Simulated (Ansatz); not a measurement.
**Is this Al3GaO6 structure stable?**

It was reached by relaxing an invented guess, and it needn't be the stable form of this composition.

Theory: DFT PBE, scalar-relativistic, plane waves, PAW (Ansatz 0.2.0). Settings of the last relaxation (10-atom cell): 420 eV, 6×6×6 k points, Gaussian smearing of 0.02 eV, no spin polarisation.

```cif
data_structure
_symmetry_space_group_name_H-M 'R3:H'
_symmetry_Int_Tables_number 146
_cell_length_a 4.8712
_cell_length_b 4.8712
_cell_length_c 13.2442
_cell_angle_alpha 90.000
_cell_angle_beta 90.000
_cell_angle_gamma 120.000
_cell_volume 272.16
loop_
_atom_site_label
_atom_site_type_symbol
_atom_site_symmetry_multiplicity
_atom_site_Wyckoff_symbol
_atom_site_fract_x
_atom_site_fract_y
_atom_site_fract_z
_atom_site_occupancy
Al1 Al 3 a 0.00000 0.00000 0.14797 1
Al2 Al 3 a 0.33333 0.66667 0.02020 1
Al3 Al 3 a 0.66667 0.33333 0.18231 1
Ga1 Ga 3 a 0.33333 0.66667 0.30808 1
O1 O 9 b 0.98441 0.29170 0.24985 1
O2 O 9 b 0.66244 0.01981 0.08619 1
```

Formation energies are uncorrected and refer to the elements' standard structures at the same level (O₂ as a molecule).

Problem. These tests were run: energy against the elements; random kick, then relaxation without symmetry; phonons on a 2×2×2 q mesh. What do they show?

Solution.

| test | result |
| --- | --- |
| energy against the elements | −2.676 eV/atom |
| random kick, then relaxation without symmetry | returns |
| phonons on a 2×2×2 q mesh | no imaginary mode on the mesh |

It fails none of these tests. Whether a mixture of other phases lies lower isn't tested here.

The kick test ran on a coarse mesh. The run for the phonons used a 6×6×6 k mesh.
